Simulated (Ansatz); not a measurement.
**ZrPbO₃: from a starting cell to a relaxed one**

The start is a generated cell, ZrPbO3 placed in the GdFeO3 structure type. The cell and all atomic positions are relaxed at zero pressure with PBEsol (plane waves to 420 eV, PAW, scalar-relativistic; Ansatz, an electronic-structure program). The first steps use a coarse 4×3×4 k-mesh.

Input geometry:
```
ZrPbO3
1.0
    5.75130     0.00000     0.00000
    0.00000     8.11508     0.00000
    0.00000     0.00000     5.73210
Pb Zr O
4 4 12
Direct
  0.48770   0.25000   0.99160
  0.98770   0.25000   0.50840
  0.51230   0.75000   0.00840
  0.01230   0.75000   0.49160
  0.00000   0.00000   0.00000
  0.50000   0.50000   0.50000
  0.00000   0.50000   0.00000
  0.50000   0.00000   0.50000
  0.03130   0.25000   0.05860
  0.53130   0.25000   0.44140
  0.96870   0.75000   0.94140
  0.46870   0.75000   0.55860
  0.28800   0.53700   0.21300
  0.78800   0.96300   0.28700
  0.71200   0.03700   0.78700
  0.21200   0.46300   0.71300
  0.71200   0.46300   0.78700
  0.21200   0.03700   0.71300
  0.28800   0.96300   0.21300
  0.78800   0.53700   0.28700
```

Initial pressure: +7.9 GPa (positive: the cell is compressed)
Largest initial force: 0.54 eV/Å, on O9, O10, O11, O12 (atoms numbered as listed)
Energy released: 22 meV/atom
Volume change: +4.1 %, from 13.38 to 13.92 Å³/atom
Shortest distances (start → end): The closest pairs of elements (up to four, under 3.6 Å), start → end: O–Zr 2.06 → 2.10 Å; O–Pb 2.46 → 2.53 Å; O–O 2.83 → 2.94 Å; Pb–Zr 3.46 → 3.47 Å
Band gap at the end: 2.61 eV, direct at Γ (no spin-orbit coupling)
Optimiser moves: 11

Final values are on a 5×4×5 k-mesh of the relaxed cell. No spin polarisation in the result. Spin-orbit coupling is missing; with elements this heavy it can move band edges by tenths of an eV or more.

The run could not lose the symmetry of its start.

The first start was generated by placing the elements on the sites of a structure type. Materials Project lists a structure of ZrPbO3 in the same space group, Pnma (No. 62); the sites were not compared with it, nor with measured phases.
